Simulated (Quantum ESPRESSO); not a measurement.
# Mg3FO2Cl: finding a planted mistake in a log

Simulated, not a measurement. The program is pw.x of Quantum ESPRESSO 7.5 (plane-wave density functional theory). The cell is made up: 7 atoms on a rocksalt lattice with one site empty, with randomly drawn elements, strain and displacements, not relaxed. PseudoDojo standard norm-conserving files (v0.5 for PBE, v0.4.1 for LDA and PBEsol) set the functional; there is no spin polarisation, spin-orbit coupling or dispersion term, and the masses in the input are unused placeholders.

Intended input:

```
&control calculation='scf', pseudo_dir='./dojo.nc.sr.pbe.v0_5.standard.upf', outdir='./o', disk_io='low', tprnfor=.true., tstress=.true. /
&system ibrav=0, nat=7, ntyp=4, nbnd=34, ecutwfc=84.00895049, nosym=.true., tot_charge=0,
 occupations='smearing', smearing='fd', degauss=0.0018374661
/
&electrons conv_thr=7.350e-09, electron_maxstep=60, /
ATOMIC_SPECIES
Cl 1.0 Cl.upf
F 1.0 F.upf
Mg 1.0 Mg.upf
O 1.0 O.upf
CELL_PARAMETERS angstrom
4.5884 -0.0333 0.0364
-0.0333 4.5423 0.0102
0.0364 0.0102 4.5644
ATOMIC_POSITIONS angstrom
Mg 0.0365 0.0929 -0.2289
Mg 0.0553 2.2229 2.1926
Mg 2.261 2.1799 0.1743
F 2.3276 -0.03 -0.094
O 2.4527 2.097 2.3333
Cl 4.5793 -0.0458 2.3131
O 4.5424 2.2362 0.0148
K_POINTS automatic
4 4 4 1 1 1
```

The log is shortened where brackets say so; the opening notice, blank lines, dates and the lines on written files are dropped, and the path of the files is cut. It prints rydbergs, bohrs and kilobars, and counts compression as positive stress. Where no state is partly filled, the Fermi energy that it prints is only some level between the filled and the empty states on the mesh, and need not lie in the true gap.

Log of the intended run:

```
     Program PWSCF v.7.5
     Parallel version (MPI & OpenMP), running on       4 processor cores
     Number of MPI processes:                 4
     Threads/MPI process:                     1
     [start-up lines left out]
     bravais-lattice index     =            0
     lattice parameter (alat)  =       8.6713  a.u.
     unit-cell volume          =     641.8958 (a.u.)^3
     number of atoms/cell      =            7
     number of atomic types    =            4
     number of electrons       =        56.00
     number of Kohn-Sham states=           34
     kinetic-energy cutoff     =      84.0090  Ry
     charge density cutoff     =     336.0358  Ry
     scf convergence threshold =      7.3E-09
     mixing beta               =       0.7000
     number of iterations used =            8  plain     mixing
     Exchange-correlation= PBE
                           (   1   4   3   4   0   0   0)
     [axes and pseudopotential details left out]
   Cartesian axes
     site n.     atom                  positions (alat units)
         1        Mg     tau(   1) = (   0.0079544   0.0202455  -0.0498838  )
         2        Mg     tau(   2) = (   0.0120514   0.4844328   0.4778296  )
         3        Mg     tau(   3) = (   0.4927359   0.4750619   0.0379849  )
         4        F      tau(   4) = (   0.5072499  -0.0065378  -0.0204853  )
         5        O      tau(   5) = (   0.5345127   0.4569956   0.5084921  )
         6        Cl     tau(   6) = (   0.9979591  -0.0099811   0.5040899  )
         7        O      tau(   7) = (   0.9899175   0.4873313   0.0032253  )
     number of k points=    32  Fermi-Dirac smearing, width (Ry)=  0.0018
                       cart. coord. in units 2pi/alat
        k(    1) = (   0.1249415   0.1269126   0.1243845), wk =   0.0625000
        k(    2) = (   0.1229434   0.1263335   0.3757308), wk =   0.0625000
     [further k points left out]
     Dense  grid:    66753 G-vectors     FFT dimensions: (  54,  54,  54)
     Estimated max dynamical RAM per process >     117.42 MB
     Estimated total dynamical RAM >     420.80 MB
     Initial potential from superposition of free atoms
     starting charge      55.9976, renormalised to      56.0000
     Starting wfcs are   31 randomized atomic wfcs +    3 random wfcs
     total cpu time spent up to now is        4.2 secs
     per-process dynamical memory:    82.8 Mb
     Self-consistent Calculation
     iteration #  1     ecut=    84.01 Ry     beta= 0.70
     Davidson diagonalization with overlap
     ethr =  1.00E-02,  avg # of iterations =  5.1
     total cpu time spent up to now is       11.4 secs
     total energy              =    -504.51784722 Ry
     estimated scf accuracy    <       1.45633091 Ry
     iteration #  2     ecut=    84.01 Ry     beta= 0.70
     Davidson diagonalization with overlap
     ethr =  2.60E-03,  avg # of iterations =  4.2
     total cpu time spent up to now is       18.8 secs
     total energy              =    -504.45891655 Ry
     estimated scf accuracy    <       3.63908021 Ry
     [iterations 3 to 9 left out]
     iteration # 10     ecut=    84.01 Ry     beta= 0.70
     Davidson diagonalization with overlap
     ethr =  4.12E-10,  avg # of iterations =  2.0
     total cpu time spent up to now is       71.8 secs
     total energy              =    -505.21758475 Ry
     estimated scf accuracy    <       0.00000002 Ry
     iteration # 11     ecut=    84.01 Ry     beta= 0.70
     Davidson diagonalization with overlap
     ethr =  4.01E-11,  avg # of iterations =  2.0
     total cpu time spent up to now is       78.2 secs
     End of self-consistent calculation
     [lines on levels left out]
     the Fermi energy is     8.0679 ev
!    total energy              =    -505.21758475 Ry
     estimated scf accuracy    <          1.5E-09 Ry
     smearing contrib. (-TS)   =      -0.00000000 Ry
     internal energy E=F+TS    =    -505.21758475 Ry
     The total energy is F=E-TS. E is the sum of the following terms:
     one-electron contribution =    -304.78033010 Ry
     hartree contribution      =     162.68166410 Ry
     xc contribution           =     -84.65157285 Ry
     ewald contribution        =    -278.46734591 Ry
     convergence has been achieved in  11 iterations
     Forces acting on atoms (cartesian axes, Ry/au):
     atom    1 type  3   force =    -0.00311422   -0.00684485    0.13354846
     atom    2 type  3   force =    -0.01314568    0.02582807    0.01007648
     atom    3 type  3   force =     0.02606626    0.00689776   -0.01361260
     atom    4 type  2   force =    -0.01011517    0.00111377    0.01514028
     atom    5 type  4   force =    -0.02705067    0.01898283   -0.02368846
     atom    6 type  1   force =    -0.00101560   -0.03397006   -0.12989053
     atom    7 type  4   force =     0.02837508   -0.01200752    0.00842637
     Total force =     0.201937     Total SCF correction =     0.000090
     Computing stress (Cartesian axis) and pressure
          total   stress  (Ry/bohr**3)                   (kbar)     P=      -34.10
  -0.00127219   0.00007270  -0.00007058         -187.15       10.70      -10.38
   0.00007270   0.00044396   0.00002249           10.70       65.31        3.31
  -0.00007058   0.00002249   0.00013282          -10.38        3.31       19.54
     init_run     :      3.58s CPU      3.71s WALL (       1 calls)
     electrons    :     73.85s CPU     74.15s WALL (       1 calls)
     forces       :      0.87s CPU      0.89s WALL (       1 calls)
     stress       :      3.24s CPU      3.26s WALL (       1 calls)
     [timing details left out]
     PWSCF        :   1m21.99s CPU   1m22.52s WALL
     JOB DONE.
```

A second run was made from an input with one planted mistake. Its log:

```
     Program PWSCF v.7.5
     Parallel version (MPI & OpenMP), running on       4 processor cores
     Number of MPI processes:                 4
     Threads/MPI process:                     1
     [start-up lines left out]
     bravais-lattice index     =            0
     lattice parameter (alat)  =       8.6713  a.u.
     unit-cell volume          =     641.8958 (a.u.)^3
     number of atoms/cell      =            7
     number of atomic types    =            4
     number of electrons       =        56.00
     number of Kohn-Sham states=           34
     kinetic-energy cutoff     =      52.6985  Ry
     charge density cutoff     =     210.7941  Ry
     scf convergence threshold =      7.3E-09
     mixing beta               =       0.7000
     number of iterations used =            8  plain     mixing
     Exchange-correlation= PBE
                           (   1   4   3   4   0   0   0)
     [axes and pseudopotential details left out]
   Cartesian axes
     site n.     atom                  positions (alat units)
         1        Mg     tau(   1) = (   0.0079544   0.0202455  -0.0498838  )
         2        Mg     tau(   2) = (   0.0120514   0.4844328   0.4778296  )
         3        Mg     tau(   3) = (   0.4927359   0.4750619   0.0379849  )
         4        F      tau(   4) = (   0.5072499  -0.0065378  -0.0204853  )
         5        O      tau(   5) = (   0.5345127   0.4569956   0.5084921  )
         6        Cl     tau(   6) = (   0.9979591  -0.0099811   0.5040899  )
         7        O      tau(   7) = (   0.9899175   0.4873313   0.0032253  )
     number of k points=    32  Fermi-Dirac smearing, width (Ry)=  0.0018
                       cart. coord. in units 2pi/alat
        k(    1) = (   0.1249415   0.1269126   0.1243845), wk =   0.0625000
        k(    2) = (   0.1229434   0.1263335   0.3757308), wk =   0.0625000
     [further k points left out]
     Dense  grid:    33127 G-vectors     FFT dimensions: (  45,  40,  40)
     Estimated max dynamical RAM per process >      59.76 MB
     Estimated total dynamical RAM >     214.78 MB
     Check: negative core charge=   -0.000069
     Initial potential from superposition of free atoms
     starting charge      55.9976, renormalised to      56.0000
     Starting wfcs are   31 randomized atomic wfcs +    3 random wfcs
     total cpu time spent up to now is        2.8 secs
     per-process dynamical memory:    44.4 Mb
     Self-consistent Calculation
     iteration #  1     ecut=    52.70 Ry     beta= 0.70
     Davidson diagonalization with overlap
     ethr =  1.00E-02,  avg # of iterations =  5.3
     total cpu time spent up to now is        6.5 secs
     total energy              =    -503.95658087 Ry
     estimated scf accuracy    <       1.40200129 Ry
     iteration #  2     ecut=    52.70 Ry     beta= 0.70
     Davidson diagonalization with overlap
     ethr =  2.50E-03,  avg # of iterations =  4.2
     total cpu time spent up to now is       10.2 secs
     total energy              =    -503.89778679 Ry
     estimated scf accuracy    <       3.32230766 Ry
     [iterations 3 to 9 left out]
     iteration # 10     ecut=    52.70 Ry     beta= 0.70
     Davidson diagonalization with overlap
     ethr =  2.53E-10,  avg # of iterations =  2.0
     total cpu time spent up to now is       36.8 secs
     total energy              =    -504.60661230 Ry
     estimated scf accuracy    <       0.00000001 Ry
     iteration # 11     ecut=    52.70 Ry     beta= 0.70
     Davidson diagonalization with overlap
     ethr =  2.24E-11,  avg # of iterations =  2.0
     total cpu time spent up to now is       40.0 secs
     End of self-consistent calculation
     [lines on levels left out]
     the Fermi energy is     8.0615 ev
!    total energy              =    -504.60661230 Ry
     estimated scf accuracy    <          7.1E-10 Ry
     smearing contrib. (-TS)   =      -0.00000000 Ry
     internal energy E=F+TS    =    -504.60661230 Ry
     The total energy is F=E-TS. E is the sum of the following terms:
     one-electron contribution =    -303.02639335 Ry
     hartree contribution      =     161.33976772 Ry
     xc contribution           =     -84.45264075 Ry
     ewald contribution        =    -278.46734592 Ry
     convergence has been achieved in  11 iterations
     Forces acting on atoms (cartesian axes, Ry/au):
     atom    1 type  3   force =    -0.00320834   -0.00391091    0.13414174
     atom    2 type  3   force =    -0.01640804    0.02651546    0.00775610
     atom    3 type  3   force =     0.02646690    0.00515019   -0.01063656
     atom    4 type  2   force =    -0.00966440    0.00332940    0.01497740
     atom    5 type  4   force =    -0.02306568    0.01804482   -0.02635709
     atom    6 type  1   force =    -0.00097456   -0.03410365   -0.13045511
     atom    7 type  4   force =     0.02685412   -0.01502531    0.01057352
     Total force =     0.202521     Total SCF correction =     0.000043
     Computing stress (Cartesian axis) and pressure
          total   stress  (Ry/bohr**3)                   (kbar)     P=     -890.31
  -0.00709528   0.00006688  -0.00006653        -1043.75        9.84       -9.79
   0.00006688  -0.00537221   0.00002451            9.84     -790.28        3.61
  -0.00006653   0.00002451  -0.00568903           -9.79        3.61     -836.88
     init_run     :      2.56s CPU      2.63s WALL (       1 calls)
     electrons    :     37.05s CPU     37.27s WALL (       1 calls)
     forces       :      0.47s CPU      0.48s WALL (       1 calls)
     stress       :      1.56s CPU      1.57s WALL (       1 calls)
     [timing details left out]
     PWSCF        :     41.83s CPU     42.17s WALL
     JOB DONE.
```

Question: what was wrong in the second input?

Answer: the plane-wave cutoff is too low. The input lines that differ, file-writing options aside:

```
- &system ibrav=0, nat=7, ntyp=4, nbnd=34, ecutwfc=84.00895049, nosym=.true., tot_charge=0,
+ &system ibrav=0, nat=7, ntyp=4, nbnd=34, ecutwfc=52.69852800, nosym=.true., tot_charge=0,
```

|  | intended run | run with the mistake |
| --- | --- | --- |
| free energy (eV) | -6873.835 | -6865.523 |
| smearing term -TS (eV) | 0.0000 | 0.0000 |
| pressure (GPa) | -3.41 | -89.03 |
| largest force component (eV/Å) | 3.434 | 3.449 |
| largest change of a force component (eV/Å) |  | 0.102 |
| iterations | 11 | 11 |

For scale, a rerun of the intended cell at 1437 eV and a 6 x 6 x 6 mesh moved values by no more than 0.003 eV in energy, 0.04 GPa in stress and 0.007 eV/Å in force.